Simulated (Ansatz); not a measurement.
ZrB$_{2}$:
```xyz
3
Lattice="3.1673 0.0000 0.0000 -1.5836 2.7429 0.0000 0.0000 0.0000 3.5520" Properties=species:S:1:pos:R:3 pbc="T T T"
Zr     0.0000     0.0000     0.0000
B      0.0000     1.8286     1.7760
B      1.5836     0.9143     1.7760
```

Relaxed with r²SCAN. Special points in fractions of this cell's reciprocal vectors: Γ (0.000, 0.000, 0.000); M (0.500, 0.000, 0.000); K (0.333, 0.333, 0.000); A (0.000, 0.000, 0.500); L (0.500, 0.000, 0.500); H (0.333, 0.333, 0.500).

Q: List the band energies nearest the Fermi level at these points for the program Ansatz at the r²SCAN level (PAW).

A: In eV from the Fermi level; about four levels below and three above (degenerate sets whole), none deeper than 8.9 eV; points with the same levels are listed once.

```json
[
 {"k": "Γ", "below": "-2.74 -2.74 -2.68 -2.65", "above": "3.59 3.59 4.36 4.36"},
 {"k": "M", "below": "-4.17 -3.28 -2.78", "above": "2.27 2.42 5.16"},
 {"k": "K", "below": "-8.42 -8.42 -7.25 -2.63 -2.63", "above": "1.59 1.59 3.39"},
 {"k": "A", "below": "-7.40 -1.02 -1.02", "above": "0.41 0.41 0.85 0.85"},
 {"k": "L", "below": "-7.57 -4.86 -4.37 -2.26", "above": "3.88 4.22 5.52"},
 {"k": "H", "below": "-5.29 -2.91 -2.91", "above": "4.24 6.21 6.21"}
]
```

Space group P6/mmm. Symmetry was held in the r²SCAN relaxation. The run is not spin-polarised. Scalar-relativistic: spin–orbit coupling is off unless named, which matters more the heavier the elements.

Potentials: the earlier of the program's two PAW sets. The files were generated under PBE; for other functionals the program regenerates the frozen cores, and for LDA and PBEsol the local potential too.
